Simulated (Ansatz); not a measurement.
Values for one crystal, relaxed and computed with the program Ansatz at the PBE level (PAW); other levels are named.

* **Volume per atom**: 21.65 Å³
* **Band gap**: 2.10 eV (direct)
* **Electron effective mass with spin–orbit coupling**: 0.40, 0.40, 1.2 mₑ (principal values)
* **Hole effective mass with spin–orbit coupling**: 0.47, 2.4, 2.4 mₑ (principal values)
* **Electron effective mass**: 0.40, 0.40, 1.2 mₑ (principal values)
* **Conduction-band minimum**: at X (3 equivalent valleys)
* **Gap with spin–orbit coupling**: 2.06 eV

### Question
Which compound is it?
A. In2O3, bixbyite
B. BaO, rock salt
C. LiNbO3, R3c (Li on 6a, Nb on 6a, O on 18b)
D. Al2O3, Cc (Pearson symbol mS20)

### Answer
B, BaO, rock salt

Space group Fm-3m (rock salt). The cell was relaxed with PBE under the symmetry of its start. Scalar-relativistic: spin–orbit coupling is off unless named, which matters more the heavier the elements.

Potentials: the earlier of the program's two PAW sets.
